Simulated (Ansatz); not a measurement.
Task: Name crystals whose computed values (the program Ansatz at the PBE level (PAW)) fall in these windows: electron conductivity mass (mₑ) 0.36 to 0.48; gap (eV) 1.2 to 1.5.

Result: 

| crystal | electron conductivity mass (mₑ) | gap (eV) |
|---|---|---|
| AlAs, Pm-3n (Al on 6c, As on 6d) | 0.41 | 1.28 |
| AlP, Pm-3n (Al on 6c, P on 6d) | 0.42 | 1.49 |
| BeS, NiAs type | 0.48 | 1.44 |
Others may fit too.

Typed or built starts, not in the databases checked: AlAs, Pm-3n (Al on 6c, As on 6d); AlP, Pm-3n (Al on 6c, P on 6d). Not the usual ambient phase: AlAs, Pm-3n (Al on 6c, As on 6d); AlP, Pm-3n (Al on 6c, P on 6d); BeS, NiAs type. All cells were relaxed under the symmetry of their starts (and spin orders); stability against distortions was not tested throughout. Spin–orbit coupling is left out wherever it is not named.

Potentials: the earlier of the program's two PAW sets.
